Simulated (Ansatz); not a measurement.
What DFT gives for RbIn$_{6}$Au$_{4}$

```xyz
11
Lattice="8.0679 0.0000 0.0000 -4.0339 6.9870 0.0000 0.0000 0.0000 4.4796" Properties=species:S:1:pos:R:3 pbc="T T T"
Au   -0.0004    4.6582    0.0000
Au    5.5639    1.4457    2.2398
Au    2.5040    1.4457    2.2398
Au    4.0339    4.0956    2.2398
In   -1.6559    5.6140    2.2398
In    1.6559    5.6140    2.2398
In    0.0000    2.7459    2.2398
In    2.4367    3.2512    0.0000
In    5.6312    3.2512    0.0000
In    4.0339    0.4846    0.0000
Rb    0.0000    0.0000    0.0000
```

Level: r2SCAN, no spin polarisation; 500 eV; 6×6×6 Γ-centred mesh; cold occupations (width 0.0167 eV); Ansatz 0.2.0, fixed geometry.

Electronic structure: It is a metal, with about 3.4 states/eV a cell as the mean within 0.25 eV of the Fermi level, mostly In p (60 %) and In s (18 %).
Stress: The pressure is 1.9 GPa (compression positive), so with the atoms held at these fractions the cell would first expand.
Contacts: Au–In at 2.81 Å: least valence density 0.30 e/Å³ and ELF 0.29 there. Au–Au at 3.06 Å: least valence density 0.21 e/Å³ and ELF 0.18 there. In–In at 3.19 Å: least valence density 0.16 e/Å³ and ELF 0.29 there. These are pseudo-fields; inside the PAW spheres they differ from the all-electron ones.
Forces: The largest is on Au2 (and as large on other atoms): 0.11 eV/Å, components (0.09, -0.05, 0.00). It makes 57° with the line to a nearest neighbour, In6 at 2.82 Å.

Origin: a database entry at a rescaled volume.

Cost: 3.3 min on 1 thread of AMD EPYC 7R43 64-Core Processor (Zen 3) (shared host), peak memory 1.3 GiB (start from a saved density). The time holds forces, stress, DOS, ELF.
